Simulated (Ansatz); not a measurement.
PbS:
```
PbS
1.0
    4.05317     0.00000     0.00000
   -2.02658     3.51015     0.00000
    0.00000     0.00000     3.78058
Pb S
1 1
Cartesian
  0.00000   0.00000   0.00000
  2.02658   1.17005   1.89029
```

Relaxed with r²SCAN. Special points in fractions of this cell's reciprocal vectors: Γ (0.000, 0.000, 0.000); M (0.500, 0.000, 0.000); K (0.333, 0.333, 0.000); A (0.000, 0.000, 0.500); L (0.500, 0.000, 0.500); H (0.333, 0.333, 0.500).

### Question
List the band energies nearest the Fermi level at these points for DFT-r²SCAN with spin–orbit coupling in the program Ansatz with PAW potentials.

### Answer
In eV from the Fermi level; about four levels below and three above (degenerate sets whole), none deeper than 8.9 eV; points with the same levels are listed once.

```csv
k,below,above
Γ,-1.64 -1.64 -1.51 -1.51,3.16 3.16 4.57 4.57
M,-1.54 -1.54 -1.12 -1.12,2.18 2.18 4.24 4.24
K,-4.31 -4.00 -0.98 -0.96,0.40 0.45 1.48
A,-1.04 -1.04 -0.97 -0.97,0.38 0.38 1.17 1.17
L,-3.88 -3.88 -1.34 -1.34,2.09 2.09 3.45 3.45
H,-3.83 -2.26 -2.26 -0.51,0.43 4.47 4.91
```

Space group P-6m2. The first step of the workflow began from a Materials Project structure, measured or hypothetical; the Crystallography Open Database copy checked does not list it. It is not the phase usual at ambient conditions (space group No. 225). The r²SCAN relaxation kept the symmetry of its start; whether a distortion lowers the energy is not shown.

Potentials: the later of the program's two PAW sets.
